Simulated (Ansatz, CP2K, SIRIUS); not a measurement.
**GaF: energy against volume and a worked fit**

```
Ga F
1.0
     4.02519    0.00000    0.00000
     2.01260    3.48592    0.00000
     2.01260    1.16197    3.28655
Ga F
1 1
Direct
  0.25000 0.25000 0.25000
  0.00000 0.00000 0.00000
```

The cell comes from a database or a generator and needn't be the stable form of this composition.

The cell was scaled at fixed shape and fractions and run with CP2K, POTENTIAL_UZH Ga GTH-PBE-q13, F GTH-PBE-q7; TZVP-MOLOPT-PBE-GTH basis; PBE, k mesh 8 × 8 × 8 on the cell of 2 atoms, fermi-dirac occupations of 0.05 eV, no spin polarisation, no spin-orbit coupling. Energies are those that the program minimises, any entropy of the smearing included.

| V (Å³/atom) | energy over the lowest row (meV/atom) |
| --- | --- |
| 21.6742 | 8.279 |
| 22.1353 | 3.714 |
| 22.5965 | ? |
| 23.0576 | 0.000 |
| 23.5188 | 0.490 |
| 23.9799 | 2.334 |
| 24.4411 | 5.395 |

Problem. Fit the third-order Birch-Murnaghan form, give V0, B0 and B′, and predict the energy left open.

Solution. With y = (V0/V)^(2/3), E = E0 + (9 V0 B0/16) [(y - 1)³ B′ + (y - 1)² (6 - 4y)]. Least squares through the rows shown give V0 = 23.1308 Å³/atom, E0 = -0.019 meV, B0 = 25.80 GPa (1 eV/Å³ = 160.218 GPa) and B′ = 4.38, with a largest miss of 0.001 meV. At V = 22.5965 the form with these constants gives 1.017 meV; the run gave 1.018 meV an atom. Other set-ups at this level, from all their volumes (Å³/atom, GPa): Ansatz, Ansatz PAW (earlier soft set): V0 23.078, B0 25.96; Ansatz, all-electron LAPW, scalar-relativistic: V0 23.056, B0 26.09; SIRIUS, all-electron FP-LAPW, apw+lo standard: V0 23.044, B0 25.9; SIRIUS, PseudoDojo 0.4.1 PBE standard (scalar relativistic): V0 23.030, B0 26.16.
